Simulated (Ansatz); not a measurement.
LaSi₂:
```xyz
6
Lattice="-2.1283 2.1283 6.9497 2.1283 -2.1283 6.9497 2.1283 2.1283 -6.9497" Properties=species:S:1:pos:R:3 pbc="T T T"
La     0.0000     0.0000     6.9497
La     2.1283     0.0000     3.4749
Si     0.0000     2.1283     4.6504
Si     0.0000     0.0000     1.1756
Si     0.0000     0.0000    12.7239
Si     0.0000     2.1283     2.2993
```

Relaxed with PBEsol. Special points in fractions of this cell's reciprocal vectors: Γ (0.000, 0.000, 0.000); X (0.000, 0.000, 0.500); P (0.250, 0.250, 0.250); N (0.000, 0.500, 0.000); M (0.500, 0.500, -0.500); S (0.273, 0.727, -0.273); S0 (-0.273, 0.273, 0.273); R (-0.047, 0.047, 0.500); G (0.500, 0.500, -0.047).

### Question
List the band energies nearest the Fermi level at these points for the program Ansatz at the PBEsol level (PAW).

### Answer
In eV from the Fermi level; about four levels below and three above (degenerate sets whole), none deeper than 8.9 eV; points with the same levels are listed once.

```tsv
k	below	above
Γ	-2.27 -2.27 -0.89 -0.82 -0.03	0.70 1.22 1.22
X	-2.78 -2.78 -1.84 -1.84	0.68 0.68 1.82 1.82
P	-2.79 -2.79 -1.84 -1.84	0.58 0.58 1.99 1.99
N	-1.59 -1.01 -1.00 -0.68	0.65 1.24 1.84
M	-2.36 -2.36 -2.31 -2.31	0.34 0.34 1.03 1.03
S	-2.47 -1.98 -1.40 -0.80	0.13 0.85 1.35
R	-2.77 -2.77 -1.87 -1.87	0.64 0.64 1.82 1.82
```

Space group I4_1/amd. The first step of the workflow began from a Materials Project structure, measured or hypothetical; the Crystallography Open Database files this formula in space group No. 141, but the cells were not matched. Whether it is the stable phase at ambient conditions was not checked. Symmetry was held in the PBEsol relaxation; its stability against distortions is not shown here. Spin–orbit coupling is left out wherever it is not named.

Potentials: the later of the program's two PAW sets.
